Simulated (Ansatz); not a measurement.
TePd:
```yaml
crystal:
  lattice:
    - [3.39232, 0.00000, 0.00000]
    - [0.00000, 3.39232, 0.00000]
    - [0.00000, 0.00000, 3.39232]
  atoms:
    - { symbol: Pd, position: [0.00000, 0.00000, 0.00000] }
    - { symbol: Te, position: [0.50000, 0.50000, 0.50000] }
```

Relaxed with PBEsol. Special points in fractions of this cell's reciprocal vectors: Γ (0.000, 0.000, 0.000); X (0.000, 0.500, 0.000); M (0.500, 0.500, 0.000); R (0.500, 0.500, 0.500).

Question: List the band energies nearest the Fermi level at these points for plane-wave PAW PBEsol with spin–orbit coupling (Ansatz code).

Answer: In eV from the Fermi level; about four levels below and three above (degenerate sets whole), none deeper than 8.9 eV; points with the same levels are listed once.

```json
[
 {"k": "Γ", "below": "-0.87 -0.87 -0.87 -0.87", "above": "2.22 2.22 6.34 6.34 6.34 6.34"},
 {"k": "X", "below": "-2.75 -2.75 -2.01 -2.01", "above": "1.74 1.74 2.54 2.54"},
 {"k": "M", "below": "-2.40 -2.40 -2.03 -2.03", "above": "0.39 0.39 1.08 1.08"},
 {"k": "R", "below": "-2.15 -2.15 -2.15 -2.15", "above": "0.27 0.27 0.51 0.51 0.51 0.51"}
]
```

Space group Pm-3m (CsCl type). A made-up cell: these elements were put on the sites of a structure type; neither database checked (COD, Materials Project) lists it. COD files the formula under space group No. 194. Whether it is the stable phase at ambient conditions was not checked. The cell was relaxed with PBEsol under the symmetry of its start; its stability against distortions is not shown here. The run is not spin-polarised.

Potentials: the earlier of the program's two PAW sets. The files were generated under PBE; for other functionals the program regenerates the frozen cores, and for LDA and PBEsol the local potential too.
